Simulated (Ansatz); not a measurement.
## Hf2Sb3Ir: reading a single point

```
CELL_PARAMETERS angstrom
3.99623 0.00000 0.00000
0.00000 3.99623 0.00000
0.00000 0.00000 8.75826
ATOMIC_POSITIONS crystal
Sb 0.50000 0.50000 0.00000
Ir 0.00000 0.00000 0.00000
Hf 0.00000 0.50000 0.73400
Hf 0.50000 0.00000 0.26600
Sb 0.00000 0.50000 0.38200
Sb 0.50000 0.00000 0.61800
```

Single point in Ansatz 0.2.0 with r2SCAN, no spin polarisation. Cutoff 500 eV, PAW datasets, 9×9×4 Γ-centred k mesh, fermi-dirac filling (width 0.026 eV).

(1) Where is the largest force?

(2) What do density and ELF say about some of the short contacts?

(3) Metal or insulator?

(4) Is the cell too large or too small?

(5) Give the Bader charges.

(6) What is the formation energy?

Origin: a known structure type with other elements, at an estimated volume, so it need not be a known compound.

Results:

(1) The largest is on Hf3 (and as large on other atoms): 1.13 eV/Å, components (0.00, 0.00, 1.13). It makes 110° with the line to a nearest neighbour, Sb6 at 3.00 Å.

(2) Sb–Ir at 2.83 Å: least valence density 0.36 e/Å³ and ELF 0.44 there. Hf–Sb at 3.00 Å: least valence density 0.27 e/Å³ and ELF 0.32 there. Ir–Hf at 3.07 Å: least valence density 0.23 e/Å³ and ELF 0.26 there. Both are smooth PAW fields, read partly inside the augmentation spheres.

(3) It is a metal, with about 3.4 states/eV a cell as the mean within 0.25 eV of the Fermi level, mostly Hf d (33 %), Sb p (31 %) and Ir d (27 %).

(4) The pressure is -7.5 GPa (compression positive), so with the atoms held at these fractions the cell would first shrink; the forces are large, so a full relaxation may end otherwise.

(5) Bader charges in e: Hf +1.61, Sb -0.97 to -0.22, Ir -1.06. In the mean Hf gives up most and Ir takes most.

(6) -0.38 eV an atom against the elements' usual phases (free molecules for gases, crystals otherwise, with no correction for O₂ or N₂), so it is bound against them; other compounds may still compete. Relaxing would lower it.
